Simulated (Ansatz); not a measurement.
Level of theory: DFT PBE, scalar-relativistic, plane waves, PAW (Ansatz). All cells share a 420 eV cutoff and Γ-centred k meshes spaced at most about 0.3 Å⁻¹ (about 0.25 or finer for metals, 2π included). No spin polarisation in the final relaxations.

Temperature and zero-point effects are left out. All come from trial cells, and lower structures may exist.

Question: Which of these relaxed structures of Si4BW is the lowest in energy?
1.

Space group P4/m (No. 83). a = 5.671 Å, b = 5.671 Å, c = 2.677 Å, α = 90.00°, β = 90.00°, γ = 90.00°
```tsv
atom	site	symmetry	x	y	z
Si	4j	m..	0.8581	0.3448	0.0000
B	1a	4/m..	0.0000	0.0000	0.0000
W	1d	4/m..	0.5000	0.5000	0.5000
```

2.

Space group P6/mmm (No. 191). a = 4.404 Å, b = 4.404 Å, c = 4.740 Å, α = 90.00°, β = 90.00°, γ = 120.00°
| atom | site | symmetry | x | y | z |
| --- | --- | --- | --- | --- | --- |
| Si | 4h | 3m. | 0.3333 | 0.6667 | 0.2506 |
| B | 1b | 6/mmm | 0.0000 | 0.0000 | 0.5000 |
| W | 1a | 6/mmm | 0.0000 | 0.0000 | 0.0000 |

3.

Space group P4/mmm (No. 123). a = 5.572 Å, b = 5.572 Å, c = 3.045 Å, α = 90.00°, β = 90.00°, γ = 90.00°
```json
{"atom": "Si", "site": "4j", "symmetry": "m.2m", "x": "0.2517", "y": "0.2517", "z": "0.0000"}
{"atom": "B", "site": "1c", "symmetry": "4/mmm", "x": "0.5000", "y": "0.5000", "z": "0.0000"}
{"atom": "W", "site": "1b", "symmetry": "4/mmm", "x": "0.0000", "y": "0.0000", "z": "0.5000"}
```

4.

Space group P4/mmm (No. 123). a = 3.770 Å, b = 3.770 Å, c = 5.889 Å, α = 90.00°, β = 90.00°, γ = 90.00°
```json
{"atom": "Si", "site": "4i", "symmetry": "2mm.", "x": "0.5000", "y": "0.0000", "z": "0.7116"}
{"atom": "B", "site": "1d", "symmetry": "4/mmm", "x": "0.5000", "y": "0.5000", "z": "0.5000"}
{"atom": "W", "site": "1a", "symmetry": "4/mmm", "x": "0.0000", "y": "0.0000", "z": "0.0000"}
```

Answer: 1. It has space group P4/m (No. 83); the next, 4, with space group P4/mmm (No. 123), lies 114 meV/atom higher. Counting B or Si atoms around W (for each partner element, those within 1.25 times its shortest distance or 1.15 times the sum of covalent radii, where it is the nearest in units of that sum or under 1.3), the lowest and the next both have W 8. The lowest and the next both hold Si–Si pairs. Even the lowest lies +0.25 eV/atom against the elements.

These runs have no spin–orbit coupling, which can matter for W. A magnetic state wasn't ruled out in cells without spin, among them P4/m, P4/mmm at 13.9 Å³/atom, P4/mmm at 15.8 Å³/atom, P6/mmm. Cells relaxed within their symmetry can be saddle points. The P4/m cell of Si4BW came from shaking the P4/mmm one. Some structure types and database cells were kept out of the candidates from the start, so a known form may be missing.
